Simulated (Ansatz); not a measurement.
Given:

CuI:
```cif
data_CuI
_chemical_formula_sum 'Cu1 I1'
_space_group_name_H-M_alt 'Pm-3m'
_space_group_IT_number 221
_space_group_name_Hall '-P 4 2 3'
_cell_length_a 3.65059
_cell_length_b 3.65059
_cell_length_c 3.65059
_cell_angle_alpha 90.000
_cell_angle_beta 90.000
_cell_angle_gamma 90.000
loop_
_atom_site_label
_atom_site_type_symbol
_atom_site_symmetry_multiplicity
_atom_site_Wyckoff_symbol
_atom_site_fract_x
_atom_site_fract_y
_atom_site_fract_z
_atom_site_occupancy
Cu1 Cu 1 a 0.00000 0.00000 0.00000 1
I1 I 1 b 0.50000 0.50000 0.50000 1
```

This is the PBE-relaxed structure.

**Question.** All from DFT-PBE in the program Ansatz with PAW potentials, unless another level is named. Predict the electronic character.

**Answer.** metallic (no gap).

**Question.** Give the formation energy from the elements (no fitted shifts).

**Answer.** 0.57 eV/atom.

**Question.** Predict the density of states at the Fermi level.

**Answer.** 0.55 states/eV per atom (mean over ±0.08 eV).

A made-up cell: these elements were put on the sites of a structure type; neither database checked (COD, Materials Project) lists it. It is not the phase usual at ambient conditions (space group No. 216). The cell was relaxed with PBE under the symmetry of its start; whether a distortion lowers the energy is not shown. No spin polarisation was allowed. The references are the lowest solids computed at this level, not always the standard phases. Scalar-relativistic: spin–orbit coupling is off unless named, which matters more the heavier the elements.

Potentials: the later of the program's two PAW sets.
